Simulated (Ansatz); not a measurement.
Mo (bcc (W type), Im-3m) at seven volumes, LDA in the plane-wave PAW code Ansatz, scaled uniformly. One row is withheld.

| V (Å³/atom) | P (GPa) |
|---|---|
| 13.704 | 33.91 |
| 14.156 | 20.83 |
| 14.608 | 9.59 |
| 15.059 | 0.00 |
| 15.511 | -8.18 |
| 15.963 | -15.14 |
| 16.415 | ? |

### Question
Fit the shown pressures and predict the withheld one.

### Answer
P = (3/2)B₀(x^(7/2) − x^(5/2))[1 + (3/4)(B′ − 4)(x − 1)] with x = (V₀/V)^(2/3). Least squares on the six rows gives V₀ = 15.061 Å³/atom, B₀ = 295 GPa, B′ = 4.22. At V = 16.415, x = 0.9442 and P = -21.19 GPa. The run itself gave -21.07 GPa.

The cell was relaxed with LDA under the symmetry of its start. No spin polarisation was allowed.

Potentials: the later of the program's two PAW sets.
